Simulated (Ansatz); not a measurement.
# K4EuMg3F12: what a change of kpoints.mp_grid.grid, scf.max_iter does

All numbers are calculated (PBE, collinear spin, no spin-orbit coupling; Ansatz, PAW set soft_2, 420 eV, k-mesh 2×2×2 shifted by half a step), not measured. These are the settings of the reference run.

Cell:

```
cell
1.0
    -4.0539    4.0539    4.0539
     4.0539   -4.0539    4.0539
     4.0539    4.0539   -4.0539
K Eu Mg F
4 1 3 12
Direct
  0.5000 0.5000 0.5000
  0.0000 0.0000 0.5000
  0.0000 0.5000 0.0000
  0.5000 0.0000 0.0000
  0.5000 0.5000 0.0000
  0.0000 0.0000 0.0000
  0.0000 0.5000 0.5000
  0.5000 0.0000 0.5000
  0.2500 0.0000 0.2500
  0.7737 0.5000 0.2737
  0.7500 0.0000 0.7500
  0.2263 0.5000 0.7263
  0.7500 0.2500 0.5000
  0.2500 0.7500 0.5000
  0.2263 0.2263 0.0000
  0.7737 0.7737 0.0000
  0.0000 0.2500 0.2500
  0.5000 0.7737 0.2737
  0.5000 0.2263 0.7263
  0.0000 0.7500 0.7500
```

The reference run of this cell is solved again as a single point with these keys changed:

| key | reference run | changed run |
| --- | --- | --- |
| kpoints.mp_grid.grid | [2, 2, 2] | [2, 3, 3] |
| scf.max_iter | not typed | 100 |

**Question.** How does the changed run end?

**Answer.** 

```
                                    quantity  reference run  changed run
energy, changed less reference (meV an atom)              0          0.2
                        largest force (eV/Å)           0.01         0.01
                        gap on the mesh (eV)           0.95         0.47
                     moment of the cell (μB)           7.00         7.00
```

The energy moves by 0.2 meV an atom (0.00 eV for the cell); most telling is the gap on the mesh, from 0.95 to 0.47. It took 15 iterations. A gap taken on a mesh is an upper bound, since the band edges can lie between its points.

Caveats: the reference run: 4f shell without a U, which puts 4f levels too near the Fermi level; the reference run: open f or d shells may hold a state above the lowest; a single point, atoms not relaxed again; semilocal functionals make gaps too small and can close them.
